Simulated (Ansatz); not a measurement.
# Ansatz 0.2.0, settings compared: YbFe₂Ge₂

Launch command:

```bash
ansatz run input.yaml --threads 1 --pin off --max-ram 2560MiB --backend cpu --events-out ev --progress --plain --runs-dir out
```

Input:

```yaml
crystal:
  lattice:
    - [0.0, 3.89279526, 0.0]
    - [3.89279526, 0.0, 0.0]
    - [1.94639713, 1.94639713, -5.15975392]
  atoms:
    - { symbol: Ge, position: [0.375, 0.375, 0.25] }
    - { symbol: Ge, position: [0.625, 0.625, 0.75] }
    - { symbol: Yb, position: [0.0, 0.0, 0.0] }
    - { symbol: Fe, position: [0.75, 0.25, 0.5] }
    - { symbol: Fe, position: [0.25, 0.75, 0.5] }
  symmetry: { tolerance: 0.0003 }
kpoints:
  mp_grid: { grid: [5, 5, 5], shift: [0, 0, 0] }
magnetization:
  spin_polarized: false
scf:
  occupations: { method: fermi_dirac, width: 0.022 }
hamiltonian:
  pseudopotentials: { kind: paw }
  xc: r2scan
basis:
  ecutwfc: 500
output:
  forces: true
  stress: true
  eigenvalues: true
```

Origin of the cell: a known structure type with other elements, at an estimated volume, so it need not be a known compound.

Output of this run (shortened):

```
Warning: crystal.lattice misses the space group found at crystal.symmetry.tolerance 3.0e-4 in a digit that the deck types, which is why this is a warning: making the lattice exact moves one o […]
Pseudopotentials: kind: paw
Pseudopotential: Ge, paw, valence charge 14, recommended cutoff 500 eV (meta_gga), Ge.paw.azcp
Pseudopotential: Yb, paw, valence charge 24, recommended cutoff 500 eV (meta_gga), Yb.paw.azcp
Pseudopotential: Fe, paw, valence charge 16, recommended cutoff 500 eV (meta_gga), Fe.paw.azcp
Functional definition: r2SCAN
  exchange = r2scan_x(k0 = k0, k1 = k1, a1 = a1)
  correlation = r2scan_c
Crystal: 5 atoms, lattice volume = 78.190 Å³
Basis set: ecut = 500 eV, 1995 PW (Γ), exchange–correlation on 120×120×180 points (64 copies of the dense FFT grid, shifted against one another)
Bands: 51, of which v1, the nominal top of the filled ones, is band 42 counted from 1 (41 counted from 0)
[… 12 lines left out …]
Initial density: superposition of atomic densities (neutral atoms: chi_scale 0, normalization atom), corrected by the library's trained network
Functional: x = r2scan, c = r2scan; τ floored in thin density (d = 2e-4 eV/Å³)
SCF iter   1: F=—  HF=-31384.151257 eV  Δρ=3.92e-2  dr2=1.16e0  dr2_τ=8.79e-2
SCF iter   2: F=—  HF=-31392.536420 eV  Δρ=7.75e-1  dr2=5.15e2  dr2_τ=9.30e-1  defer=52  recentre
SCF iter   3: F=—  HF=-31384.286123 eV  Δρ=3.53e-2  dr2=9.22e-1  dr2_τ=1.60e-2  defer=24
SCF iter   4: F=—  HF=-31384.240506 eV  Δρ=2.85e-2  dr2=6.13e-1  dr2_τ=2.40e-3  defer=24
SCF iter   5: F=—  HF=-31384.195557 eV  Δρ=7.33e-3  dr2=3.23e-2  dr2_τ=3.42e-4  defer=44
[… 11 lines left out …]
SCF iter  17: F=—  HF=-31384.194441 eV  Δρ=2.16e-4  dr2=4.43e-5  dr2_τ=1.99e-7  defer=49
SCF iter  18: F=—  HF=-31384.194440 eV  Δρ=4.97e-5  dr2=1.95e-6  dr2_τ=9.65e-9  defer=49
SCF iter  19: F=—  HF=-31384.194440 eV  Δρ=1.80e-5  dr2=2.37e-7  dr2_τ=3.50e-9  defer=49
SCF iter  20: F=—  HF=-31384.194440 eV  Δρ=2.48e-5  dr2=5.80e-7  dr2_τ=2.59e-9  defer=49
SCF iter  21: F=-31384.194440 eV  HF=-31384.194440 eV  Δρ=7.12e-6  dr2=4.64e-8  dr2_τ=7.70e-10
SCF 1 converged in 21 iterations: F = -31384.194440 eV  dr2 = 4.64e-8
SCF converged after 21 iterations
Free energy (F): -31384.194440 eV
Harris-Foulkes:  -31384.194440 eV  (|F-HF|=2.72e-8)
Internal energy: -31384.177566 eV  (E = F + TS)
E sigma→0 (E₀):  -31384.186003 eV
Entropy (-TS):   -0.016874 eV (-3.375 meV/atom)
Fermi energy:    15.469008 eV
--- Per-component energies (eV) ---
  E_band       = -542.100510
  E_kinetic    = 1298.028110
  E_local      = -14048.686386  (includes V_loc(G=0)·N_el)
  E_nonlocal   = 1813.623529
  E_hartree    = 6110.662550
  E_xc         = -532.837442
  E_vxc        = -712.099745  (∫ρ·V_xc dr)
  E_paw        = -14180.292460  (= ΣΔE_a)
  E_vpaw       = -1161.010641  (= ΣTr[D̂ρ^β])
  E_aug_tail   = 0.000550  (compensation charges beyond the density's cutoff)
  E_vtau       = 46.717269  (kinetic-family band-sum trace: ∫τ·v_τ [+ j·A + Jᵃ·Aᵃ] dr)
  E_ewald      = -11842.774741
  E_core_change = -1.901275  (= ΣΔE_core)
  E_smearing   = -0.016874  (= −TS)
  Σ components = -31384.194440   (vs F -31384.194440, Δ=0.00e0)
--- Forces (eV/Å), atoms counted from 1 ---
  atom   1  Ge    -0.000000    -0.000000    -0.758877
  atom   2  Ge     0.000000     0.000000     0.758877
  atom   3  Yb     0.000000     0.000000     0.000000
  atom   4  Fe    -0.000000     0.000000    -0.000000
  atom   5  Fe     0.000000    -0.000000     0.000000
  max |Σ_I F_I| component: 0.0 eV/Å
--- Stress (GPa, compression-positive) ---
        0.816338      -0.000000      -0.000000
       -0.000000       0.816338      -0.000000
       -0.000000      -0.000000      -3.528009
  P = ⅓ Tr σ = -0.6318 GPa (-6.318 kbar)
```

The same input was run again with these changes:

1. `scf.initial_density.chi_scale` default → 0.3
2. `scf.n_extra_bands` default → 4; `scf.convergence.dr2_threshold` default → 1.0e-09
3. `scf.lower_state_search` default → standard
4. `hamiltonian.hubbard` default → { sites: [{ species: Fe, l: d, u_eff: 1.0 }], double_counting: fll }; `scf.mixing.preconditioner` default → kerker

| run | end | SCF iterations | P (GPa) | max force component (eV/Å) | moment (μB) | ΔE(σ→0) (meV/atom) |
| --- | --- | --- | --- | --- | --- | --- |
| base | converged | 21 | -0.63 | 0.759 | – | 0 |
| 1 | converged | 30 | -0.63 | 0.759 | – | 0.00 |
| 2 | converged | 24 | -0.63 | 0.759 | – | 0.00 |
| 3 | converged | 21 | -0.63 | 0.759 | – | 0.00 |
| 4 | converged | 28 | -0.58 | 0.808 | – | – |

Energies are compared only where functional, datasets, charge and starting cell are the same.

Caveats of the base run: f shells without a U or exact exchange are poorly placed; no spin polarisation, so a magnetic state may lie lower; no spin-orbit coupling, though heavy elements are present; the k mesh is coarse if the cell is a metal.

The base run took 21 s of wall time on 1 CPU thread(s) of a shared host, from the program's own first density.
